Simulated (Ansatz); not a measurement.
Relaxed Sc (hcp, Mg type):

```
Sc
1.0
    3.27721     0.00000     0.00000
   -1.63861     2.83815     0.00000
    0.00000     0.00000     5.08550
Sc
2
Direct
  0.33333   0.66667   0.75000
  0.66667   0.33333   0.25000
```

In this cell atom 1 (Sc, nearest neighbour Sc at 3.169 Å; its periodic images, 3.3 Å or more away, move with it) is moved by s along Cartesian x, unit vector (1.000, 0.000, 0.000); all other atoms and the cell stay fixed.

Level of theory: PBEsol (plane waves to 420 eV, PAW, scalar-relativistic; Ansatz, a program for electronic structure). k mesh 13×13×8 (Γ-centred), Fermi-Dirac smearing 0.05 eV. Energies are smeared free energies. With partly filled bands, energies and forces of such displacements shift with the k mesh and the smearing. F∥ is the force on the atom along that direction. F⊥ is the part of the force across the line. Sc is run without spin polarisation. Sc was relaxed with its symmetry unable to fall. The PAW data are Ansatz's earlier set. ΔE is measured from the undisplaced structure.

| s (Å) | ΔE (eV/cell) | F∥ (eV/Å) | |F⊥| (eV/Å) |
|---|---|---|---|
| -0.630 | 0.264 | 0.679 | 0.224 |
| -0.504 | 0.180 | 0.645 | 0.142 |
| -0.378 | 0.105 | 0.533 | 0.084 |
| -0.252 | 0.048 | 0.372 | 0.041 |
| -0.126 | 0.012 | 0.191 | 0.013 |
| 0.000 | 0.000 | 0.000 | 0.000 |
| 0.126 | 0.012 | -0.191 | 0.013 |
| 0.252 | 0.048 | -0.372 | 0.041 |
| 0.378 | 0.105 | -0.533 | 0.084 |
| 0.504 | 0.180 | -0.645 | 0.142 |
| 0.630 | 0.264 | -0.679 | 0.224 |

Summary:

| Item | Result |
|---|---|
| Energy at s = 0.630 Å | 264 meV/cell |
| Force along the line at s = -0.630 Å | 0.679 eV/Å |
| Symmetry of the curve | even: the same for both signs |
| Shape of the curve | a single well with its minimum at or next to zero displacement |
| Force constant k = d²E/ds² at s = 0 (finite differences) | 1.53 eV/Å² |
| Harmonic estimate at the end of the scan | ½ks² = 304 meV/cell against the computed 264 meV/cell, so the well is softer than harmonic there |

The 11 points together took around 6 core-minutes (rough).

(A displaced cell: forces are minus the slopes of the energy, force constants its curvatures, and phonons follow from these.)
